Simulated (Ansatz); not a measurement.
SrTiO3:
```
CELL_PARAMETERS angstrom
      3.85420     0.00000     0.00000
      0.00000     3.85420     0.00000
      0.00000     0.00000     3.85420
ATOMIC_POSITIONS crystal
  Sr 0.00000 0.00000 0.00000
  Ti 0.50000 0.50000 0.50000
  O  0.00000 0.50000 0.50000
  O  0.50000 0.50000 0.00000
  O  0.50000 0.00000 0.50000
```

x, y and z are the axes in which the lattice vectors are written.

Question: Give the high-frequency dielectric tensor and the Born effective charge tensors of the independent atoms from DFPT, the program Ansatz at the LDA level (PAW).

Answer: 
ε∞:
```
6.30  0.00  0.00
0.00  6.30  0.00
0.00  0.00  6.30
```
Z* of atom 1 (Sr), rows: field, columns: displacement, in e:
```
2.56  0.00  0.00
0.00  2.56  0.00
0.00  0.00  2.56
```
Z* of atom 2 (Ti), rows: field, columns: displacement, in e:
```
7.32  0.00  0.00
0.00  7.32  0.00
0.00  0.00  7.32
```
Z* of atom 3 (O), rows: field, columns: displacement, in e:
```
-5.76   0.00   0.00
 0.00  -2.06   0.00
 0.00   0.00  -2.06
```

Space group Pm-3m (cubic perovskite). Symmetry was held in the LDA relaxation. At this level the phase is dynamically unstable (imaginary phonons). No spin polarisation was allowed. Scalar-relativistic: spin–orbit coupling is off unless named, which matters more the heavier the elements.

Potentials: the later of the program's two PAW sets.
